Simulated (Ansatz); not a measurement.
Os:
```
CELL_PARAMETERS angstrom
      2.74127     0.00000     0.00000
     -1.37063     2.37401     0.00000
      0.00000     0.00000     8.80549
ATOMIC_POSITIONS crystal
  Os 0.00000 0.00000 0.00000
  Os 0.00000 0.00000 0.50000
  Os 0.33333 0.66667 0.25000
  Os 0.66667 0.33333 0.75000
```

Relaxed with PBE. Special points in fractions of this cell's reciprocal vectors: Γ (0.000, 0.000, 0.000); M (0.500, 0.000, 0.000); K (0.333, 0.333, 0.000); A (0.000, 0.000, 0.500); L (0.500, 0.000, 0.500); H (0.333, 0.333, 0.500).

Task: List the band energies nearest the Fermi level at these points for PBE in the plane-wave PAW code Ansatz.

Result: In eV from the Fermi level; about four levels below and three above (degenerate sets whole), none deeper than 8.9 eV; … stands for higher levels left out; points with the same levels are listed once.

```csv
k,below,above
Γ,-2.37 -2.37 -0.78 -0.78 -0.13,0.06 0.06 0.94 0.94
M,-3.10 -1.99 -1.05 -1.01,0.35 1.36 2.20
K,-3.28 -3.28 -1.31 -1.31,0.27 0.27 1.40
A,-0.28 -0.28 -0.28 -0.28,…
L,-1.63 -1.63 -0.80 -0.80,1.20 1.20 2.26 2.26
H,-1.28 -1.28 -0.24 -0.24,1.61 1.61 1.95 1.95
```

Space group P6_3/mmc (dhcp (α-La type)). A made-up cell: these elements were put on the sites of a structure type. Its sites differ from those of the usual phase in this space group: another stacking or structure type. The PBE relaxation kept the symmetry of its start; of distortions, only those at the zone centre were tested. The run is not spin-polarised. Scalar-relativistic: spin–orbit coupling is off unless named, which matters more the heavier the elements.

Potentials: the later of the program's two PAW sets.
